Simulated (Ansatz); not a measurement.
SrO:
```
SrO
1.0
    0.00000     2.58014     2.58014
    2.58014     0.00000     2.58014
    2.58014     2.58014     0.00000
Sr O
1 1
Direct
  0.50000   0.50000   0.50000
  0.00000   0.00000   0.00000
```

Relaxed with r²SCAN. Special points in fractions of this cell's reciprocal vectors: Γ (0.000, 0.000, 0.000); X (0.500, 0.000, 0.500); U (0.625, 0.250, 0.625); K (0.375, 0.375, 0.750); L (0.500, 0.500, 0.500); W (0.500, 0.250, 0.750).

**Question.** List the band energies nearest the valence-band maximum at these points for r²SCAN with spin–orbit coupling in the plane-wave PAW code Ansatz.

**Answer.** In eV from the valence-band maximum; about four levels below and three above (degenerate sets whole), none deeper than 8.9 eV; points with the same levels are listed once.

| k | below | above |
|---|---|---|
| Γ | 0.00 0.00 0.00 0.00 | 4.57 4.57 6.78 6.78 6.78 6.78 |
| X | -0.13 -0.13 -0.06 -0.06 | 3.78 3.78 8.47 8.47 |
| U | -0.57 -0.57 -0.47 -0.47 | 5.29 5.29 8.45 8.45 |
| L | -1.11 -1.11 -1.10 -1.10 | 7.08 7.08 8.93 8.93 |
| W | -0.47 -0.47 -0.39 -0.39 | 6.53 6.53 6.54 6.54 |

Space group Fm-3m (rock salt). The r²SCAN relaxation kept the symmetry of its start; phonons on a q-mesh show no instability.

Potentials: the earlier of the program's two PAW sets.
